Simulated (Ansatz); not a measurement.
Be (bcc (W type), space group No. 229) under volume change, the program Ansatz at the PBEsol level (PAW), scaled uniformly.

```
V (Å³/atom)  E − E(relaxed) (meV/atom)  P (GPa)
-----------  -------------------------  -------
7.044                             28.2    13.83
7.277                             12.0     8.61
7.509                                ?        ?
7.741                              0.0     0.02
7.973                                ?        ?
8.205                              9.9    -6.60
8.438                             21.5    -9.33
```

Question: Some entries are withheld; supply them.

Answer: 
- 7.509, E − E(relaxed) (meV/atom): 2.9
- 7.509, P (GPa): 4.04
- 7.973, E − E(relaxed) (meV/atom): 2.6
- 7.973, P (GPa): -3.50

Question: What does a third-order Birch–Murnaghan fit give for V₀, B₀ and B′?

Answer: V₀ = 7.74 Å³/atom, B₀ = 125 GPa, B′ = 3.3.

Space group Im-3m (bcc (W type)). The first step of the workflow began from a Materials Project structure, measured or hypothetical; the Crystallography Open Database copy checked does not list it. It is not the phase usual at ambient conditions (space group No. 194). The cell was relaxed with PBEsol under the symmetry of its start; whether a distortion lowers the energy is not shown.

Potentials: the earlier of the program's two PAW sets. The files were generated under PBE; for other functionals the program regenerates the frozen cores, and for LDA and PBEsol the local potential too.
